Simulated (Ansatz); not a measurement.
One crystal and one scan (scan of one atom of the cell) at two levels, PBE (plane waves to 420 eV, PAW, scalar-relativistic; Ansatz, a first-principles code) and PBEsol (plane waves to 420 eV, PAW, scalar-relativistic; Ansatz), each from its own relaxed cell and on its own mesh. The cell shown is that of PBE.

Al₂Cu (Al2Cu type, space group I4/mcm)

```xyz
6
Lattice="-3.0297 3.0297 2.4370 3.0297 -3.0297 2.4370 3.0297 3.0297 -2.4370" Properties=species:S:1:pos:R:3 pbc="T T T"
Al     0.9591     3.9888     0.0000
Al     0.9591     2.0706     2.4370
Al     2.0706     0.9591     0.0000
Al     2.0706    -0.9591     2.4370
Cu     0.0000     0.0000     1.2185
Cu     0.0000     0.0000     3.6555
```

In this cell atom 1 (Al, nearest neighbour Cu at 2.587 Å; its periodic images, 4.9 Å or more away, move with it) is moved by s along Cartesian [110], unit vector (0.707, 0.707, 0.000); all other atoms and the cell stay fixed.

The energy includes the smearing's −TS. Al2Cu is run without spin polarisation. Al2Cu was relaxed with its symmetry unable to fall. The PAW data are Ansatz's earlier set. With partly filled bands, energies and forces of such displacements shift with the k mesh and the smearing. Both scans cover s from -0.260 to 0.260 Å.

ΔE (meV/cell), each from the undisplaced structure of its own level:

```
s (Å)   PBE    PBEsol
------  ---  --------
-0.260  198       211
-0.208  121       129
-0.156   66        70
-0.104   29        30
-0.052    7         8
0.000     0         0
0.052     5         6
0.104    21        23
0.156    46        50
0.208    79  withheld
0.260   119       131
```

### Question
Estimate the PBEsol value at 0.208 from the PBE value there and the ratio of the two levels in the two nearest given rows on that side of the minimum.

### Answer
At 0.156 and 0.260 the ratio PBEsol/PBE averages 1.094, which gives 1.094 × 79 = 86 meV/cell. The calculation gives 87 meV/cell, +10.1 % against PBE.

(For displaced atoms, the force is minus the slope of the energy, and its curvature is a force constant, which sets phonon frequencies.)
